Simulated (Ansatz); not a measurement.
In DFT-r²SCAN in the program Ansatz with PAW potentials, GaSiGeN in the trigonal phase (R3m; Ga on 3a, N on 3a, Ge on 3a, Si on 3a) relaxes to a = 3.587 Å, c = 18.053 Å. N has 4 nearest neighbours from 1.97 Å (tetrahedral); Si has 4 nearest neighbours from 2.33 Å (tetrahedral). Against the elements it lies at 0.45 eV/atom, with no fitted shifts.

Electronic character: metallic (no gap).

The bulk modulus is 86.1 GPa. Bader charges are Ga +0.45, N -1.35, Ge +0.95, Si -0.05 e.

The start of the workflow was typed in or built on a structure type; neither database checked (COD, Materials Project) lists it. Its standing as an ambient phase is unchecked. The cell was relaxed with r²SCAN under the symmetry of its start; its stability against distortions is not shown here. Its formation energy is positive at this level, so the cell may be metastable or incomplete. The references are the lowest solids computed at this level, not always the standard phases (solids in place of the gases). Spin–orbit coupling is left out wherever it is not named.

Potentials: the earlier of the program's two PAW sets. The files were generated under PBE; for other functionals the program regenerates the frozen cores, and for LDA and PBEsol the local potential too.
